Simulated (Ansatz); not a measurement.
SnPt in space group P6/mmm (No. 191; Pt on 3f, Sn on 1a, Sn on 2d) under volume change, the program Ansatz at the r²SCAN level (PAW), shape and atoms relaxed at each volume.

```csv
V (Å³/atom),E − E(relaxed) (meV/atom),P (GPa)
19.032,84.2,15.88
19.660,34.8,9.52
20.287,8.1,4.29
20.915,0.0,0.00
21.542,7.1,-3.51
22.170,26.7,-6.37
22.797,56.3,-8.70
```

Q: What does a third-order Birch–Murnaghan fit give for V₀, B₀ and B′?

A: V₀ = 20.92 Å³/atom, B₀ = 129 GPa, B′ = 5.7.

The cell is a constructed one: a structure type filled with these elements; neither database checked (COD, Materials Project) lists it. COD files the formula under space group No. 194, so this cell is another polymorph or a model. Its standing as an ambient phase is unchecked. The cell was relaxed with r²SCAN under the symmetry of its start; its stability against distortions is not shown here. No spin polarisation was allowed. Scalar-relativistic: spin–orbit coupling is off unless named, which matters more the heavier the elements.

Potentials: the earlier of the program's two PAW sets.
